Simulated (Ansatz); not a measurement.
# SiO2: computed property card

SiO$_{2}$:
```
CELL_PARAMETERS angstrom
      6.80324     3.92785     4.94132
     -6.80324     3.92785     4.94132
      0.00000    -7.85571     4.94132
ATOMIC_POSITIONS crystal
  Si 0.33309 0.10464 0.87575
  Si 0.66691 0.89536 0.12425
  Si 0.87575 0.33309 0.10464
  Si 0.12425 0.66691 0.89536
  Si 0.10464 0.87575 0.33309
  Si 0.89536 0.12425 0.66691
  Si 0.12425 0.89536 0.66691
  Si 0.87575 0.10464 0.33309
  Si 0.89536 0.66691 0.12425
  Si 0.10464 0.33309 0.87575
  Si 0.66691 0.12425 0.89536
  Si 0.33309 0.87575 0.10464
  O  0.26211 0.00000 0.73789
  O  0.73789 0.00000 0.26211
  O  0.73789 0.26211 0.00000
  O  0.26211 0.73789 0.00000
  O  0.00000 0.73789 0.26211
  O  0.00000 0.26211 0.73789
  O  0.67913 0.97767 0.97767
  O  0.32087 0.02233 0.02233
  O  0.97767 0.67913 0.97767
  O  0.02233 0.32087 0.02233
  O  0.97767 0.97767 0.67913
  O  0.02233 0.02233 0.32087
  O  0.25032 0.89105 0.25032
  O  0.74968 0.10895 0.74968
  O  0.25032 0.25032 0.89105
  O  0.74968 0.74968 0.10895
  O  0.89105 0.25032 0.25032
  O  0.10895 0.74968 0.74968
  O  0.50000 0.85191 0.14809
  O  0.50000 0.14809 0.85191
  O  0.14809 0.50000 0.85191
  O  0.85191 0.50000 0.14809
  O  0.85191 0.14809 0.50000
  O  0.14809 0.85191 0.50000
```

Space group R-3m (No. 166); conventional cell a = 13.606 Å, b = 13.606 Å, c = 14.824 Å, α = 90.00°, β = 90.00°, γ = 120.00°.

Method: r²SCAN (plane waves, PAW; program Ansatz). The cell and atoms are relaxed at this level. Other levels are named where they apply.

Cell and energy:

```
Property                                                        Value
-----------------------------------------------------  --------------
Volume per atom                                              22.01 Å³
Density                                                    1.51 g/cm³
Formation energy from the elements (no fitted shifts)  -2970 meV/atom
```

Electronic structure:

```
Property                                                      Value
----------------------------  -------------------------------------
Band gap                      6.57 eV (smallest direct gap 6.58 eV)
Valence-band maximum                                           at T
Conduction-band minimum                                        at Γ
Electron effective mass                         0.70 mₑ (isotropic)
HSE06 gap on the r²SCAN cell                                7.54 eV
```

Mechanics:

```
Property                                                                                                    Result
--------------------------------------------  --------------------------------------------------------------------
Elastic constants (relaxed ions, GPa)         C11 = 103, C12 = 66.3, C13 = 63.2, C14 = 3.8, C33 = 63.2, C44 = 25.4
Mechanical stability                                                        stable (all eigenvalues of C positive)
Hill bulk and shear moduli                                                                       68.0 and 16.6 GPa
Young's modulus                                                                                           46.0 GPa
Poisson's ratio                                                                                               0.39
Debye temperature from the elastic constants                                                                 398 K
```

Charges:

```
Property                             Result
-------------  ----------------------------
Bader charges  Si +3.37, O -1.69 to -1.68 e
```

The first step of the workflow began from a Materials Project structure, measured or hypothetical; the Crystallography Open Database copy checked does not list it. It is not the phase usual at ambient conditions (space group No. 92, 152, 154). The r²SCAN relaxation kept the symmetry of its start; its stability against distortions is not shown here. The references are the lowest solids computed at this level, not always the standard phases (solids in place of the gases).

Potentials: the earlier of the program's two PAW sets. The files were generated under PBE; for other functionals the program regenerates the frozen cores, and for LDA and PBEsol the local potential too.
